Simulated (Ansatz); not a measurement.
Relaxed candidate structures of WS₂:

A. P6₃/mmc (No. 194), hP6, AFLOW prototype AB2_hP6_194_c_f (C7, as in MoS2); a = b = 3.146 Å, c = 12.695 Å, α = β = 90.00°, γ = 120.00°; W 2c (0.333, 0.667, 0.250); S 4f (0.667, 0.333, 0.127); non-magnetic

B. Pnnm (No. 58), oP6, AFLOW prototype AB2_oP6_58_a_g (as in Fe2C); a = 5.2523 Å, b = 5.9739 Å, c = 3.1114 Å, α = β = γ = 90.00°; W 2a (0.000, 0.000, 0.000); S 4g (0.196, 0.643, 0.000); non-magnetic

C. P4₂/mnm (No. 136), tP6, rutile type; a = b = 5.8309 Å, c = 3.1738 Å, α = β = γ = 90.00°; W 2a (0.000, 0.000, 0.000); S 4f (0.285, 0.285, 0.000); non-magnetic

Order them by energy per atom (lowest first) at the level PBEsol (plane waves to 420 eV, PAW, scalar-relativistic; Ansatz, a program for electronic structure).

A (reference, the lowest of the structures calculated here), B (+0.37 eV/atom), C (+0.44 eV/atom)

Give each candidate's band gap.

No gap: B, C. A: 1.10 eV (no spin-orbit coupling).

1 run with a doubtful electronic state, a coarser numerical grid, an end not at rest or a source that can't be used is left out. 5 generated cells of layers, chains or molecules, poorly bound without dispersion, are left out. Each run could gain symmetry but not lose that of its start, so entries can be saddle points. From databases, or of a type measured for this composition: P6₃/mmc, hP6, AFLOW prototype AB2_hP6_194_c_f (C7, as in MoS2), non-magnetic; the others are generated cells (placed on structure types, drawn at random, substituted or restacked) that were not matched to a known phase here. Each structure is listed in the lowest spin state found for it. Static energies at zero pressure. No spin polarisation in the result. Without a van der Waals term the distances between weakly bound units are poorly fixed. Without spin-orbit coupling the bands of the heavy element are not split, so the gap can be far off.
